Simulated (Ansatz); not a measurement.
# SiCO4, first-principles data

SiCO4:
```cif
data_C2O8Si2
_chemical_formula_sum 'Si2 C2 O8'
_space_group_name_H-M_alt 'I-4'
_space_group_IT_number 82
_space_group_name_Hall 'I -4'
_cell_length_a 4.35651
_cell_length_b 4.35651
_cell_length_c 6.55164
_cell_angle_alpha 90.000
_cell_angle_beta 90.000
_cell_angle_gamma 90.000
loop_
_atom_site_label
_atom_site_type_symbol
_atom_site_symmetry_multiplicity
_atom_site_Wyckoff_symbol
_atom_site_fract_x
_atom_site_fract_y
_atom_site_fract_z
_atom_site_occupancy
Si1 Si 2 a 0.00000 0.00000 0.00000 1
C1 C 2 c 0.00000 0.50000 0.25000 1
O1 O 8 g 0.14509 0.28114 0.13166 1
```
(The calculation used a cell of 6 atoms; values per cell refer to that cell.)

Space group I-4 (No. 82); conventional cell a = b = 4.3565 Å, c = 6.5516 Å, α = β = γ = 90.00°.

Method: DFT-r²SCAN in the program Ansatz with PAW potentials. Structure relaxed to zero pressure with the same functional. Other levels are named where they apply.

### Cell and energy

```json
{
 "volume_per_atom": "10.36 Å³",
 "density": "2.78 g/cm³",
 "Formation energy from the elements (no fitted shifts)": "-1.93 eV/atom"
}
```

### Electronic structure

```json
{
  "band_gap": "7.90 eV (indirect)",
  "valence_band_maximum": "at M",
  "conduction_band_minimum": "at Γ",
  "smallest_direct_gap_on_the_standard_path": "8.23 eV",
  "electron_effective_mass": "0.54 mₑ (isotropic)",
  "HSE06 gap on the r²SCAN cell": "9.17 eV"
}
```

### Mechanics

```json
{
  "Bulk modulus (Birch–Murnaghan fit)": "70.4 GPa",
  "Pressure derivative B′": "3.0"
}
```

### Charges

```json
{
  "bader_charges": "Si +3.34, C +2.32, O -1.42 e"
}
```

The start of the workflow was typed in or built on a structure type; neither database checked (COD, Materials Project) lists it. Its standing as an ambient phase is unchecked. The r²SCAN relaxation kept the symmetry of its start; whether a distortion lowers the energy is not shown. The references are the lowest solids computed at this level, not always the standard phases (solids in place of the gases).

Potentials: the later of the program's two PAW sets.
